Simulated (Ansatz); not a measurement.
A plane-wave DFT run in Ansatz 0.2.0 (scalar-relativistic PAW potentials unless the input names others): input and command.

```yaml
crystal:
  lattice:
    - [2.4937780565, -1.747493303, 0.0]
    - [2.4937780565, 1.747493303, 0.0]
    - [0.0, 0.0, 4.9920674973]
  atoms:
    - { symbol: Be, position: [0.74677397, 0.25322603, 0.25] }
    - { symbol: Be, position: [0.25322603, 0.74677397, 0.75] }
basis:
  ecutwfc: "400 K"
kpoints:
  mp_grid: { grid: [14, 14, 8] }
hamiltonian:
  xc: pbesol
scf:
  occupations: { method: gaussian, width: 0.1 }
  max_iter: 75
output:
  forces: true
  eigenvalues: true
  stress: true
```

```bash
ansatz run input.yaml --threads 1 --pin off --max-ram 1331MiB --backend cpu --events-out ev --progress --plain --runs-dir out
```

Q: What is wrong with this input?

A: The program refuses it, because of a cutoff in the wrong unit (basis.ecutwfc: 420 → "400 K"). With the sound run's settings it is accepted.

Abridged log:
```
Error: inconsistent input (basis.ecutwfc, kpoints): the smallest per-k basis holds n_pw = 0 plane waves (k-point 1, counted from 0 among those solved) but the deck needs at least 3 band(s) per channel, and no run solves more bands than the smallest per-k basis has plane waves; raise basis.ecutwfc until the smallest per-k basis, which caps the automatic band count, holds at least 3 plane waves
```